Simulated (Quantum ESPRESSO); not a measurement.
AlSi₃C₃N (made-up cell) (calculated)

Calculation on a made-up crystal cell, not a measurement: periodic Kohn-Sham density functional theory in plane waves with PseudoDojo standard norm-conserving scalar-relativistic pseudopotentials, each functional with its own files (v0.5 for PBE, v0.4.1 for LDA and PBEsol), no spin polarisation, no spin-orbit coupling, atoms not relaxed, stress positive in tension, energies less a fixed whole-eV offset for each atom's element; levels are Kohn-Sham levels at fractions of this cell's reciprocal vectors, counted from the reference band (half the neutral cell's valence electrons, rounded up) at Gamma; error bars cover cutoff and k-mesh only, not smearing or the files; each bar is the largest change over components, and at least 0.002 eV, 0.002 eV per angstrom or 0.02 GPa; added strain carries the atoms with the cell, and shear is the tensor component; energies are for the whole cell, and the offsets were chosen from early runs and are not element reference energies. Program: Quantum ESPRESSO 7.5.

Entry: AlSi₃C₃N (made-up cell)

```
CELL_PARAMETERS angstrom
3.06310 0.00000 0.00000
0.00000 5.30540 0.00000
0.00000 0.00000 5.00200
ATOMIC_POSITIONS crystal
Al 0.00140 0.00920 0.00448
Si 0.49345 0.47569 0.98487
Si 0.46832 0.15878 0.49674
Si 0.00565 0.65409 0.50426
C 0.01303 0.99387 0.36431
C 0.50723 0.50332 0.39430
C 0.48513 0.17657 0.88938
N 0.01391 0.63663 0.87487
```

- lattice type: wurtzite
- functional: pbe
- cutoff: 1143 eV
- fermi dirac smearing: 0.025 eV
- scf tolerance: 1e-07 eV
- electrons removed: 0
- k mesh: 6 x 4 x 4, shifted by half a step
- free energy less offsets: -2.894 eV
- scf iterations: 11
- smearing term minus ts: 0 eV
- pressure: 14.49 GPa
- stress xx: -15.8 GPa
- stress yy: -17.64 GPa
- stress zz: -10.02 GPa
- stress yz: -0.9018 GPa
- stress xz: -1.649 GPa
- stress xy: -3.048 GPa
- reference band: 16
- error bar energy: 0.002 eV
- error bar stress: 0.07113 GPa
- error bar force: 0.005631 eV/Å
- error bar next band up: 0.002 eV
- error bars from: tighter rerun of a related cell

Atoms:
```csv
atoms element,atom site,atom energy offset (eV)
Al,1,-64
Si,2,-115
Si,3,-115
Si,4,-115
C,5,-163
C,6,-163
C,7,-163
N,8,-283
```

Forces:
```csv
site,x (eV/Å),y (eV/Å),z (eV/Å)
1,-1.123,-1.581,-1.851
2,0.8269,3.141,2.653
3,2.575,0.2056,1.19
4,0.1749,2.046,-0.327
5,-2.225,-1.334,4.646
6,-0.3774,-1.207,-2.117
7,1.11,-2.576,-3.766
8,-0.9615,1.306,-0.4283
```

Levels:
```csv
level k point,next band up (eV)
Gamma,2.031
"(1/2,1/2,1/2)",2.778
"(0.15,0,0)",3.295
"(0,0.15,0)",2.21
"(0,0,0.15)",2.201
```
